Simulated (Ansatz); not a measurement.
SnS:
Space group Pnma (No. 62); a = 11.161 Å, b = 3.999 Å, c = 4.262 Å, α = 90.00°, β = 90.00°, γ = 90.00°

```csv
atom,site,symmetry,x,y,z
Sn,4c,.m.,0.1185,0.2500,0.1121
S,4c,.m.,0.3529,0.2500,0.0250
```

Relaxed with the program Ansatz at the PBE+D3(BJ) level (PAW). Indices refer to the conventional cell of Pnma, a = 11.1610 Å, b = 3.9995 Å, c = 4.2619 Å, α = 90.00°, β = 90.00°, γ = 90.00°.

Task: Simulate the powder diffraction pattern (neutron, λ = 1.5401 Å; lines above 1 %) up to 2θ = 90°.

Result: Simulated powder pattern, neutron, λ = 1.5401 Å (kinematic, ideal powder, no thermal factors, coherent scattering alone; the 30 strongest lines at most, above 1 %, up to 2θ = 90°):

| 2θ (°) | d (Å) | I/Imax (%) | hkl |
|---|---|---|---|
| 26.28 | 3.387 | 31 | (201) |
| 27.40 | 3.251 | 26 | (210) |
| 30.62 | 2.916 | 36 | (011) |
| 31.67 | 2.822 | 100 | (111) |
| 32.04 | 2.790 | 60 | (400) |
| 39.21 | 2.295 | 51 | (311) |
| 43.17 | 2.093 | 23 | (102) |
| 44.91 | 2.016 | 34 | (411) |
| 45.30 | 2.000 | 36 | (020) |
| 49.07 | 1.855 | 24 | (112) |
| 49.22 | 1.849 | 20 | (302) |
| 51.50 | 1.773 | 41 | (511) |
| 53.13 | 1.722 | 17 | (221) |
| 56.56 | 1.625 | 45 | (420) |
| 64.36 | 1.446 | 24 | (122) |
| 64.74 | 1.438 | 25 | (512) |
| 66.41 | 1.406 | 13 | (521) |
| 66.79 | 1.399 | 13 | (711) |
| 69.11 | 1.358 | 24 | (322) |
| 70.23 | 1.339 | 19 | (013) |
| 75.05 | 1.264 | 24 | (131) |
| 75.45 | 1.259 | 13 | (811) |
| 78.21 | 1.221 | 14 | (522) |
| 79.29 | 1.207 | 31 | (413) |
| 79.53 | 1.204 | 17 | (331) |
| 83.39 | 1.158 | 14 | (431) |
| 84.60 | 1.144 | 18 | (820) |
| 84.87 | 1.141 | 14 | (911) |
| 88.27 | 1.106 | 13 | (323) |
| 88.31 | 1.105 | 20 | (531) |

The PBE+D3(BJ) relaxation kept the symmetry of its start. Spin–orbit coupling is left out wherever it is not named.

Potentials: the later of the program's two PAW sets.
